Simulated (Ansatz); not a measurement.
This ZrSnTe4 structure is the end of a relaxation. The cell was found from a structure generator's guess, not taken from experiment.

These are results of DFT PBE, scalar-relativistic, plane waves, PAW (Ansatz), not measurements. Cutoff 420 eV, Γ-centred mesh, Gaussian smearing, no spin polarisation.

```
CELL_PARAMETERS angstrom
5.93409 0.00000 0.00000
0.00000 5.93409 0.00000
0.00000 0.00000 6.10903
ATOMIC_POSITIONS crystal
Zr 0.00000 0.00000 0.50000
Sn 0.00000 0.00000 0.00000
Te 0.00000 0.50000 0.00000
Te 0.50000 0.00000 0.00000
Te 0.00000 0.50000 0.50000
Te 0.50000 0.00000 0.50000
```

Energies over the elements count from the elements' standard structures at the same level, with no fitted energy shifts. The references include grey tin.

Q: Find its symmetry and describe it.

A: P4/mmm (No. 123). Conventional cell: a = 5.934 Å, c = 6.109 Å. Zr has 4 Te at 2.97 Å and 2 Sn at 3.05 Å; Sn has 4 Te at 2.97 Å and 2 Zr at 3.05 Å; around Te on its first site lie 2 Sn at 2.97 Å and 2 Te at 3.05 Å; around Te on its second site lie 2 Zr at 2.97 Å and 2 Te at 3.05 Å.

Q: How far does it lie from the elements in energy?

A: −0.04 eV/atom.

Q: Is it a metal?

A: Yes, bands cross the Fermi level on the 6×6×6 mesh.

The last run used a 6×6×6 mesh for its 6-atom cell and Gaussian smearing of 0.10 eV. For metals, differences of a few meV/atom aren't resolved. Spin–orbit coupling, which can matter for Te, is left out. The reference form of Te is held partly by dispersion forces, which this level lacks. A structure relaxed within its symmetry needn't be a true minimum. Another cell of ZrSnTe4 relaxed alike, in P4/mmm, lies 98 meV/atom lower, so this cell isn't the stable form at this level.
